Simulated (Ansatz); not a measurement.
**Ir (omega (AlB2-type)): energy against volume**

Theory: DFT, m-r2SCAN, plane waves (500 eV) with PAW, scalar-relativistic (Ansatz). The PAW files were generated under PBE, with cores re-solved for the functional.

The cell is scaled uniformly from the relaxed one, with fractional coordinates and shape fixed. Energies are extrapolated to zero smearing, pressures are those at the given smearing. Magnetic state: non-magnetic.

A Birch-Murnaghan fit gives V₀ = 14.64 Å³/atom, B₀ = 351 GPa, B₀′ = 5.0.

What are the energy above the minimum and the pressure at 12.890 Å³/atom?

296.9 meV/atom and 61.68 GPa as computed.

What are the energy above the minimum and the pressure at 15.233 Å³/atom?

24.0 meV/atom and -12.45 GPa as computed.

What are the energy above the minimum and the pressure at 15.819 Å³/atom?

88.5 meV/atom and -22.18 GPa as computed.

m-r²SCAN is r²SCAN on the gauge-invariant kinetic-energy density; without spin polarisation the two are equal.
